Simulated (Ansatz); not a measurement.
Here is the system:

LiTaO3:
```yaml
crystal:
  lattice:
    - [2.53675, 1.46459, 4.55286]
    - [-2.53675, 1.46459, 4.55286]
    - [0.00000, -2.92919, 4.55286]
  atoms:
    - { symbol: Li, position: [0.71633, 0.71633, 0.71633] }
    - { symbol: Li, position: [0.21633, 0.21633, 0.21633] }
    - { symbol: Ta, position: [0.00061, 0.00061, 0.00061] }
    - { symbol: Ta, position: [0.50061, 0.50061, 0.50061] }
    - { symbol: O, position: [0.62945, 0.88681, 0.27570] }
    - { symbol: O, position: [0.88681, 0.27570, 0.62945] }
    - { symbol: O, position: [0.27570, 0.62945, 0.88681] }
    - { symbol: O, position: [0.12945, 0.77570, 0.38681] }
    - { symbol: O, position: [0.38681, 0.12945, 0.77570] }
    - { symbol: O, position: [0.77570, 0.38681, 0.12945] }
```

This is the LDA-relaxed structure. Cartesian axes are those of the cell as given.

### Question
All from the program Ansatz at the LDA level (PAW), unless another level is named. Predict the highest zone-centre frequency (without LO–TO term).

### Answer
27.56 THz.

### Question
What about the Debye temperature from the elastic constants?

### Answer
535 K.

### Question
Predict the piezoelectric stress constants (proper, relaxed ions, C/m²).

### Answer
e15 = e24 = -2.36, e16 = e21 = 1.90, e22 = -1.90, e31 = e32 = 0.39, e33 = -1.04.

Space group R3c. The LDA relaxation kept the symmetry of its start. The run is not spin-polarised. Signs of piezoelectric constants follow the polarity of the cell as given. Spin–orbit coupling is left out wherever it is not named.

Potentials: the later of the program's two PAW sets.
